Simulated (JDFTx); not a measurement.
System: ammonium, NH4 (SMILES [NH4+]), charge +1, multiplicity 1; geometry: a GFN2-xTB minimum in vacuum (no imaginary frequency past 20 cm⁻¹; largest PBE force component 0.2 eV/Å).

Method: PBE, GBRV ultrasoft potentials, plane waves to 20/100 Ha, in a modified build of JDFTx. Solvation energy here means the total energy in the continuum liquid minus that in vacuum, same nuclei, nothing added for thermal motion or standard states.

Single-ion values refer to zero potential in the bulk liquid, with no surface-potential term, and depend on the box by about 0.1 eV.

```json
[
 {"liquid": "CANDLE, water, 1 M NaCl", "ε": "78.4", "ΔG_solv (eV)": "-3.99"},
 {"liquid": "SCCS (cation parameters), water, 1 M NaCl", "ε": "78.4", "ΔG_solv (eV)": "-3.91"},
 {"liquid": "nonlinear PCM (GLSSA13), dimethyl sulfoxide, 1 M NaCl", "ε": "48.0", "ΔG_solv (eV)": "-3.72"},
 {"liquid": "nonlinear PCM (GLSSA13), methanol, 0.5 M NaCl", "ε": "32.7", "ΔG_solv (eV)": "-3.54"}
]
```

Worked example: the radius that Born's formula would need to give each value.

Born: ΔG = −(z²e²/4πε₀)(1 − 1/ε)/2a with e²/4πε₀ = 14.40 eV Å, so a = 7.20 z²(1 − 1/ε)/|ΔG|: CANDLE, water: 1.78 Å; SCCS (cation parameters), water: 1.82 Å; nonlinear PCM (GLSSA13), dimethyl sulfoxide: 1.89 Å; nonlinear PCM (GLSSA13), methanol: 1.97 Å. The radii span 0.19 Å, while the factor 1 − 1/ε changes by 2 % over these rows. The effective radius lumps together the cavity's size, non-electrostatic terms and the salt.
